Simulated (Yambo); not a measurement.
Yambo run on K$_{2}$PdCl$_{4}$ (space group P4/mmm, No. 123). The wavefunctions are PBEsol (Quantum ESPRESSO, PseudoDojo norm-conserving, 82 Ry, without SOC) ones on a 2×2×4 mesh (32 occupied bands); a = b = 7.0576 Å, c = 4.0964 Å, α = β = γ = 90.00°.

Yambo input:

```
rim_cut
gw0
dyson
el_el_corr
HF_and_locXC
ppa
em1d
RandQpts= 1000000
RandGvec= 1 Ry
EXXRLvcs= 82 Ry
VXCRLvcs= 328 Ry
Chimod= "HARTREE"
% BndsRnXp
 5 | 217 |
%
NGsBlkXp= 6 Ry
% LongDrXp
 1.0 | 1.0 | 1.0 |
%
PPAPntXp= 40 eV
% GbndRnge
 1 | 217 |
%
GTermKind= "BG"
DysSolver= "n"
ExtendOut
% QPkrange
 7 | 7 | 32 | 33 |
 9 | 9 | 32 | 32 |
%
```

k points by index: 7 = M, 9 = A.

Table of the .qp output:

```
#    K-point    Band    Eo [eV]    E [eV]    E-Eo [eV]    Vxc [eV]    Vnlxc [eV]    Sc|Eo [eV]    Sc|E [eV]    dSc/dw|Eo [eV]    Re(Z)    Im(Z)
#
    7    32    -0.062123    -1.347872    -1.285749    -19.87677    -25.18932    3.710691    4.026802    -6.689032    0.802681    -0.001890
    7    33    1.397740    2.677812    1.280071    -18.35573    -14.46070    -2.333143    -2.614960    -5.990405    0.819574    -0.001320
    9    32    0.000000    -1.110498    -1.110498    -21.34069    -26.54475    3.826531    4.093559    -6.542232    0.806174    -0.001533
```
(The two width columns are left out.) Convergence of these settings isn't established.

Geometry of the Materials Project entry, not relaxed at this level.
